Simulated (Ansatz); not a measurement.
**Si (I4_1/amd), two-dimensional strain map**

Method: DFT LDA, scalar-relativistic, plane waves, PAW (Ansatz). The runs took a 420 eV cutoff, a Γ-centred 20×20×20 mesh and Gaussian smearing (0.15 eV). No spin polarisation. Energies are free energies at this smearing, counted from the undisturbed cell; pressure is positive in compression.

The undisturbed cell (as given, not relaxed at this level; it stands at -0.8 GPa; this form isn't the usual structure):

```xyz
2
Lattice="-2.3714 2.3714 1.3293 2.3714 -2.3714 1.3293 2.3714 2.3714 -1.3293" Properties=species:S:1:pos:R:3 pbc="T T T"
Si    2.3714    0.0000    0.6646
Si    0.0000    0.0000    1.3293
```

The cell is strained by p along both x and y and by q along z, fractional coordinates fixed. Points are written (p, q).

Energy above the undisturbed cell in meV/atom (a dash: not computed):

```csv
p \ q,-0.030,-0.015,0.000,0.015,0.030
-0.030,41.0,31.3,25.8,23.3,23.4
-0.015,13.8,7.8,5.7,6.9,10.7
0.000,1.5,-1.2,0.0,4.3,11.3
0.015,1.6,2.4,6.6,13.8,23.6
0.030,12.0,16.2,23.6,33.6,45.9
```

Pressure in GPa:

```csv
p \ q,-0.030,-0.015,0.000,0.015,0.030
-0.030,11.9,9.8,7.8,6.1,4.5
-0.015,6.8,4.9,3.1,1.6,0.1
0.000,2.5,0.7,-0.8,-2.3,-3.5
0.015,-1.1,-2.7,-4.2,-5.4,-6.5
0.030,-4.1,-5.6,-6.9,-8.1,-9.0
```